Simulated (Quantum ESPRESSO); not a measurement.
## Band energies of Se

```
Se
1.0
    4.05775     0.00000     0.00000
   -2.02888     3.51412     0.00000
    0.00000     0.00000     5.13460
Se
3
Direct
  0.24829   0.00000   0.33333
  0.00000   0.24829   0.66667
  0.75171   0.75171   0.00000
```

norm-conserving PBEsol (Quantum ESPRESSO, 86 Ry, with spin-orbit coupling); path ΓMKΓALHA,LM,KH; energies in eV from the valence-band maximum.

```csv
k (1/Å),point,band 48,band 49,band 50,band 51,band 52,band 53,band 54,band 55
0.00,Γ,-0.65,1.18,1.18,1.40,1.40,1.93,1.93,6.18
0.56,,-0.98,1.26,1.32,1.50,1.52,2.94,2.95,4.74
0.89,M,-1.09,1.29,1.29,1.54,1.54,4.12,4.12,4.19
1.15,,-1.93,2.03,2.04,2.53,2.54,3.89,3.89,4.96
1.41,K,-2.56,3.04,3.07,3.15,3.15,3.59,3.59,5.84
1.72,,-2.04,2.26,2.28,2.71,2.72,3.04,3.05,5.45
2.24,,-0.69,1.05,1.07,1.31,1.33,1.90,1.95,5.98
2.44,Γ,-0.65,1.18,1.18,1.40,1.40,1.93,1.93,6.18
2.81,,-0.95,0.75,0.85,0.89,1.00,1.18,1.22,5.77
3.05,A,-1.43,0.71,0.71,0.72,0.72,0.87,0.87,5.46
3.35,,-1.40,1.05,1.18,1.39,1.51,2.01,2.01,5.90
3.85,,-0.33,1.24,1.28,2.32,2.33,2.78,2.84,5.79
3.95,L,-0.20,1.15,1.15,2.32,2.32,2.85,2.85,5.80
4.36,,-0.04,0.57,0.58,2.02,2.03,2.18,2.18,6.72
4.46,H,0.00,0.33,0.33,2.00,2.00,2.11,2.11,6.96
4.84,,-0.81,1.08,1.13,2.32,2.33,2.56,2.58,5.98
5.31,,-1.34,0.78,0.82,1.23,1.24,1.39,1.39,5.66
5.50,A,-1.43,0.71,0.71,0.72,0.72,0.87,0.87,5.46
5.50,L,-0.20,1.15,1.15,2.32,2.32,2.85,2.85,5.80
5.70,,-1.02,1.55,1.60,2.35,2.38,2.75,2.89,5.48
6.11,M,-1.09,1.29,1.29,1.54,1.54,4.12,4.12,4.19
6.11,K,-2.56,3.04,3.07,3.15,3.15,3.59,3.59,5.84
6.72,H,0.00,0.33,0.33,2.00,2.00,2.11,2.11,6.96
```

The PBEsol gap is direct, 0.33 eV at H.

Geometry relaxed with PBE+D3(BJ).
